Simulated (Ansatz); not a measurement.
## TiSi2 under pressure: fit and missing row

TiSi2, Cmcm, a = 3.528 Å, b = 13.511 Å, c = 3.565 Å. This isn't the usual stable structure of the compound. Ansatz: r2SCAN, PAW, 500 eV, Γ-centred 10×10×10 mesh on 6 atoms, Gaussian smearing 0.10 eV; no spin polarisation. Cell and atoms are relaxed at each pressure, and no other structure is tried, so the rows at high pressure may lie past a change of phase.

| V (Å³/atom) | P (GPa) |
| --- | --- |
| 12.296 | 24.99 |
| 13.101 | 11.99 |
| 13.759 | 4.00 |
| ? | 1.00 |
| 14.161 | 0.01 |
| 14.272 | -1.00 |

Task: Take V0 = 14.161 Å³/atom, count pressures from its P0 = 0.01 GPa, fit the third-order Birch–Murnaghan form to the other rows, and predict the missing volume.

Result: With the Eulerian strain f = ½[(V0/V)^(2/3) − 1] and y = (P − P0)/[3f(1 + 2f)^(5/2)], the form is the line y = B0 + 1.5 B0 (B0′ − 4) f. Rows (f, y): 0.04936, 133.3; 0.02662, 131.8; 0.00969, 130.8; -0.00260, 131.2. Means f = 0.02077, y = 131.78; Σ(Δf)² = 0.001521, ΣΔfΔy = 0.06799; the slope is their ratio. y = 130.8 + 44.71 f GPa, so B0 = 130.8 GPa and B0′ = 4 + 2 × (44.71)/(3 × 130.8) = 4.23. P = 1.00 GPa is met at f = 0.00249 (y = 130.91), so V = V0 (1 + 2f)^(−3/2) = 14.056 Å³/atom. The run gave 14.056 Å³/atom, the same to the digits shown.

The mesh isn't the same in all rows (10×10×10, 12×12×10).